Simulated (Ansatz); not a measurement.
**SnO: levels along high-symmetry lines**

```
Sn O
1.0
     3.80200    0.00000    0.00000
     0.00000    3.80200    0.00000
     0.00000    0.00000    4.83600
Sn O
2 2
Direct
  0.00000 0.50000 0.23850
  0.50000 0.00000 0.76150
  0.00000 0.00000 0.00000
  0.50000 0.50000 0.00000
```

Atoms are numbered in the order listed.

Conventional cell: a = 3.802 Å, b = 3.802 Å, c = 4.836 Å, α = 90.00°, β = 90.00°, γ = 90.00°. Around Sn (atom 1) lie 4 O at 2.22 Å. Around O (atom 3) lie 4 Sn at 2.22 Å.

The cell is COD entry 9008956, as deposited and not checked against the literature; nothing was relaxed.

Spin–orbit coupling is left out, though it moves levels of the heavy atoms by tenths of an eV or more.

Method: DFT, PBEsol, all-electron LAPW, scalar-relativistic (Ansatz 0.2.0).

The runs use a Γ-centred 8×8×6 k mesh, Fermi–Dirac smearing of 0.01 eV, basis error target 1 meV/atom, no spin polarisation.

Points in fractions of the reciprocal vectors of this cell: Γ (0, 0, 0), X (0, 0.5, 0), M (0.5, 0.5, 0), Z (0, 0, 0.5), R (0, 0.5, 0.5), A (0.5, 0.5, 0.5). The path joins them by straight lines in the order Γ–X–M–Γ–Z–R–A–Z–X; legs that retrace an earlier one aren't tabulated. Energies are in eV from the Fermi level.

Metal or insulator at this level of theory?

No gap opens: metallic or semimetallic.

Tabulate bands 26 to 33, counted from the lowest band of the run, along the path.


| k (1/Å) | point | band 26 | band 27 | band 28 | band 29 | band 30 | band 31 | band 32 | band 33 |
| --- | --- | --- | --- | --- | --- | --- | --- | --- | --- |
| 0.00 | Γ | -6.33 | -3.51 | -3.19 | -3.19 | 0.00 | 2.08 | 4.30 | 4.64 |
| 0.12 |  | -6.30 | -3.59 | -3.24 | -3.23 | 0.00 | 2.24 | 3.98 | 4.60 |
| 0.24 |  | -6.20 | -3.81 | -3.37 | -3.37 | -0.04 | 2.66 | 3.32 | 4.76 |
| 0.35 |  | -6.03 | -4.06 | -3.59 | -3.53 | -0.28 | 2.86 | 3.20 | 4.83 |
| 0.47 |  | -5.81 | -4.27 | -3.87 | -3.64 | -0.78 | 2.72 | 3.58 | 4.75 |
| 0.59 |  | -5.54 | -4.48 | -4.19 | -3.58 | -1.45 | 2.80 | 3.55 | 5.12 |
| 0.71 |  | -5.23 | -4.75 | -4.54 | -3.26 | -2.13 | 2.96 | 3.36 | 5.62 |
| 0.83 | X | -5.07 | -4.89 | -4.89 | -2.76 | -2.76 | 3.15 | 3.15 | 5.88 |
| 0.94 |  | -5.20 | -4.63 | -4.63 | -2.73 | -2.73 | 3.05 | 3.05 | 5.55 |
| 1.06 |  | -5.29 | -4.23 | -4.23 | -2.64 | -2.64 | 2.72 | 2.72 | 5.16 |
| 1.18 |  | -5.31 | -3.79 | -3.79 | -2.51 | -2.51 | 2.16 | 2.16 | 4.87 |
| 1.30 |  | -5.28 | -3.33 | -3.33 | -2.37 | -2.37 | 1.48 | 1.48 | 4.67 |
| 1.42 |  | -5.24 | -2.91 | -2.91 | -2.22 | -2.22 | 0.80 | 0.80 | 4.51 |
| 1.53 |  | -5.21 | -2.61 | -2.61 | -2.03 | -2.03 | 0.24 | 0.24 | 4.40 |
| 1.65 | M | -5.19 | -2.52 | -2.52 | -1.92 | -1.92 | 0.00 | 0.00 | 4.36 |
| 1.82 |  | -5.13 | -2.82 | -2.54 | -2.44 | -1.79 | 0.23 | 0.60 | 4.36 |
| 1.99 |  | -4.94 | -3.52 | -3.28 | -2.62 | -1.44 | 0.77 | 1.65 | 4.32 |
| 2.15 |  | -4.65 | -4.33 | -3.95 | -2.74 | -0.96 | 1.45 | 2.65 | 4.20 |
| 2.32 |  | -5.12 | -4.30 | -4.26 | -2.86 | -0.46 | 2.25 | 3.44 | 3.99 |
| 2.49 |  | -5.76 | -4.01 | -3.94 | -2.99 | -0.10 | 3.09 | 3.16 | 3.85 |
| 2.65 |  | -6.18 | -3.64 | -3.47 | -3.11 | 0.01 | 2.38 | 4.02 | 4.10 |
| 2.82 | Γ | -6.33 | -3.51 | -3.19 | -3.19 | 0.00 | 2.08 | 4.30 | 4.64 |
| 2.91 |  | -6.33 | -3.51 | -3.19 | -3.19 | -0.04 | 1.99 | 4.34 | 4.42 |
| 3.01 |  | -5.99 | -3.52 | -3.19 | -3.19 | -0.18 | 1.82 | 4.03 | 4.03 |
| 3.10 |  | -5.40 | -3.53 | -3.19 | -3.19 | -0.44 | 1.66 | 3.65 | 3.65 |
| 3.19 |  | -4.77 | -3.55 | -3.20 | -3.20 | -0.85 | 1.58 | 3.33 | 3.33 |
| 3.29 |  | -4.12 | -3.56 | -3.20 | -3.20 | -1.36 | 1.58 | 3.09 | 3.09 |
| 3.38 |  | -3.57 | -3.50 | -3.20 | -3.20 | -1.91 | 1.61 | 2.94 | 2.94 |
| 3.47 | Z | -3.58 | -3.20 | -3.20 | -3.14 | -2.26 | 1.63 | 2.89 | 2.89 |
| 3.59 |  | -3.89 | -3.58 | -3.25 | -2.55 | -2.24 | 1.76 | 2.36 | 2.94 |
| 3.71 |  | -4.60 | -3.72 | -3.38 | -2.20 | -2.02 | 1.73 | 2.11 | 3.11 |
| 3.82 |  | -5.31 | -3.95 | -3.60 | -2.13 | -1.67 | 1.35 | 2.59 | 3.38 |
| 3.94 |  | -5.72 | -4.28 | -3.87 | -2.05 | -1.54 | 1.32 | 3.05 | 3.75 |
| 4.06 |  | -5.47 | -4.69 | -4.18 | -1.96 | -1.57 | 1.59 | 3.23 | 4.22 |
| 4.18 |  | -5.17 | -5.12 | -4.51 | -1.87 | -1.66 | 2.04 | 3.00 | 4.76 |
| 4.30 | R | -5.53 | -4.85 | -4.85 | -1.77 | -1.77 | 2.54 | 2.54 | 5.38 |
| 4.42 |  | -5.73 | -4.56 | -4.56 | -1.80 | -1.80 | 2.57 | 2.57 | 5.05 |
| 4.53 |  | -5.95 | -4.06 | -4.06 | -1.89 | -1.89 | 2.64 | 2.64 | 4.42 |
| 4.65 |  | -6.01 | -3.57 | -3.57 | -2.05 | -2.05 | 2.72 | 2.72 | 3.84 |
| 4.77 |  | -5.95 | -3.14 | -3.14 | -2.26 | -2.26 | 2.70 | 2.70 | 3.56 |
| 4.89 |  | -5.83 | -2.80 | -2.80 | -2.48 | -2.48 | 2.51 | 2.51 | 3.65 |
| 5.01 |  | -5.71 | -2.66 | -2.66 | -2.59 | -2.59 | 2.35 | 2.35 | 3.87 |
| 5.12 | A | -5.66 | -2.73 | -2.73 | -2.52 | -2.52 | 2.29 | 2.29 | 3.98 |
| 5.29 |  | -5.58 | -2.77 | -2.65 | -2.55 | -2.54 | 2.32 | 2.50 | 3.43 |
| 5.46 |  | -5.36 | -3.40 | -2.62 | -2.42 | -2.25 | 2.41 | 2.58 | 3.10 |
| 5.62 |  | -5.01 | -4.20 | -2.73 | -2.10 | -2.09 | 1.84 | 2.53 | 3.74 |
| 5.79 |  | -4.98 | -4.58 | -2.86 | -2.09 | -1.83 | 1.40 | 2.67 | 3.34 |
| 5.96 |  | -5.28 | -4.13 | -2.99 | -2.16 | -1.87 | 1.49 | 2.53 | 2.79 |
| 6.13 |  | -4.17 | -3.76 | -3.12 | -2.36 | -2.23 | 1.88 | 2.14 | 2.86 |
| 6.29 | Z | -3.58 | -3.20 | -3.20 | -3.14 | -2.26 | 1.63 | 2.89 | 2.89 |
| 6.44 |  | -3.98 | -3.61 | -3.25 | -2.87 | -1.82 | 1.73 | 2.43 | 2.99 |
| 6.59 |  | -4.79 | -3.76 | -3.38 | -2.95 | -1.13 | 1.84 | 2.24 | 3.30 |
| 6.74 |  | -5.46 | -3.98 | -3.59 | -3.11 | -0.78 | 1.86 | 2.72 | 3.78 |
| 6.89 |  | -5.78 | -4.25 | -3.87 | -3.27 | -0.91 | 2.18 | 3.28 | 4.38 |
| 7.04 |  | -5.52 | -4.51 | -4.19 | -3.34 | -1.41 | 2.58 | 3.48 | 5.02 |
| 7.19 |  | -5.22 | -4.78 | -4.53 | -3.19 | -2.10 | 2.91 | 3.34 | 5.57 |
| 7.34 | X | -5.07 | -4.89 | -4.89 | -2.76 | -2.76 | 3.15 | 3.15 | 5.88 |
